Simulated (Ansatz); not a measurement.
Relaxed-ion elastic tensor of Ti (bcc (W type), Im-3m) in GPa (Voigt order), LDA in the plane-wave PAW code Ansatz; density 5.01 g/cm³, 15.85 Å³ per atom.

```
 108   126   126   0.0   0.0   0.0
 126   108   126   0.0   0.0   0.0
 126   126   108   0.0   0.0   0.0
 0.0   0.0   0.0  32.5   0.0   0.0
 0.0   0.0   0.0   0.0  32.5   0.0
 0.0   0.0   0.0   0.0   0.0  32.5
```

### Question
Is the crystal mechanically stable?

### Answer
No: the smallest eigenvalue of C is -17.6 GPa.

This is a known high-temperature phase of the composition, computed here at zero pressure and temperature. The LDA relaxation kept the symmetry of its start. At this level the phase is mechanically unstable. No spin polarisation was allowed. As this level gives no gap, shear constants depend on the k-mesh and smearing (Fermi–Dirac, 0.1 eV here). On the denser mesh and wider smearing of the elastic run this cell carries a stress of 0.4 GPa.

Potentials: the earlier of the program's two PAW sets.
